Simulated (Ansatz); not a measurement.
## What a trial cell of P4C relaxes into

The calculation used DFT PBE, scalar-relativistic, plane waves, PAW in Ansatz. Cutoff 420 eV, Gaussian smearing, Γ-centred meshes. Cell and atoms relax first on a coarse mesh, the cell is then made exact in the group found at 0.06 to 0.08 Å, and last on a converged mesh; the steps can't lower the symmetry of their start. No spin polarisation.

The guess for P4C was proposed by analogy with related compounds (C2/m, No. 12). Its size is a guess.

```cif
data_structure
_symmetry_space_group_name_H-M 'C2/m'
_symmetry_Int_Tables_number 12
_cell_length_a 26.1000
_cell_length_b 3.2000
_cell_length_c 5.0000
_cell_angle_alpha 90.000
_cell_angle_beta 90.000
_cell_angle_gamma 90.000
_cell_volume 417.60
loop_
_atom_site_label
_atom_site_type_symbol
_atom_site_symmetry_multiplicity
_atom_site_Wyckoff_symbol
_atom_site_fract_x
_atom_site_fract_y
_atom_site_fract_z
_atom_site_occupancy
P1 P 4 i 0.04870 0.00000 0.11000 1
P2 P 4 i 0.12260 0.00000 0.87000 1
P3 P 4 i 0.15900 0.50000 0.11000 1
P4 P 4 i 0.23180 0.50000 0.87000 1
C1 C 4 i 0.47430 0.00000 0.02000 1
```

Energies over the elements count from the elements' standard structures at the same level, with no fitted energy shifts. The references include black phosphorus.

Question: Where does the relaxation end?

Answer: The symmetry stays C2/m (No. 12). The volume per atom grows by 7.3 %, from 20.9 to 22.4 Å³. The shortest distance stays 1.36 Å (C–C). The end is written in a standard setting, so origin, axes and order of atoms can differ from the start's. Conventional cell: a = 26.175 Å, b = 3.117 Å, c = 5.543 Å, β = 97.9°. Around P on its first site lie 2 C at 1.90 Å and 1 P at 2.27 Å; P on its second site has 3 P at 2.22–2.27 Å; P on its third site has 3 P at 2.22–2.27 Å; around P on its fourth site lie 3 P at 2.22–2.27 Å; around C lie 1 C at 1.36 Å and 2 P at 1.90 Å.

```cif
data_structure
_symmetry_space_group_name_H-M 'C2/m'
_symmetry_Int_Tables_number 12
_cell_length_a 26.1748
_cell_length_b 3.1166
_cell_length_c 5.5432
_cell_angle_alpha 90.000
_cell_angle_beta 97.869
_cell_angle_gamma 90.000
_cell_volume 447.94
loop_
_atom_site_label
_atom_site_type_symbol
_atom_site_symmetry_multiplicity
_atom_site_Wyckoff_symbol
_atom_site_fract_x
_atom_site_fract_y
_atom_site_fract_z
_atom_site_occupancy
P1 P 4 i 0.04708 0.00000 0.80258 1
P2 P 4 i 0.12311 0.00000 0.05397 1
P3 P 4 i 0.15786 0.50000 0.84066 1
P4 P 4 i 0.23207 0.50000 0.10453 1
C1 C 4 i 0.48047 0.00000 0.06866 1
```

Question: How does it come out in energy, and is it a metal?

Answer: The formation energy is +0.216 eV/atom. The gap on the 10×10×6 mesh of the 10-atom cell is 1.31 eV.

The separate elements lie lower, so it is unstable against them.

The last run used Gaussian smearing of 0.02 eV. No dispersion correction is applied, so the spacing and binding between layers, chains or molecules are poorly described. Kohn–Sham gaps at this level usually fall short of measured ones. The reference forms of C and P are held partly by dispersion forces, which this level lacks. A later test with randomly moved atoms came back to the same energy, though modes that don't fit the test's cell weren't probed.
